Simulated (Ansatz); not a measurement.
FeO (rock salt, space group No. 225) under volume change, plane-wave PAW PBEsol (Ansatz code), shape and atoms relaxed at each volume.

```
V (Å³/atom)  E − E(relaxed) (meV/atom)     P (GPa)
-----------  -------------------------  ----------
8.704                             57.1       21.44
8.991                       (withheld)  (withheld)
9.278                              6.0        6.84
9.565                              0.0        0.00
9.852                              5.3       -5.79
10.139                      (withheld)  (withheld)
10.426                            43.2      -14.80
```

**Question.** Fill in the missing entries.

**Answer.** 
- 8.991, E − E(relaxed) (meV/atom): 24.9
- 8.991, P (GPa): 14.30
- 10.139, E − E(relaxed) (meV/atom): 20.2
- 10.139, P (GPa): -10.70

**Question.** What does a third-order Birch–Murnaghan fit give for V₀, B₀ and B′?

**Answer.** V₀ = 9.58 Å³/atom, B₀ = 200 GPa, B′ = 2.8.

Space group Fm-3m (rock salt). The cell was relaxed with PBEsol under the symmetry of its start. The final state is ferromagnetic, chosen from 4 collinear starts compared on coarse meshes (ties went to the first, and starts can fall back to one state), not a proven ground state. Textbook magnetic order: antiferromagnetic. No Hubbard U is applied.

Potentials: the later of the program's two PAW sets.
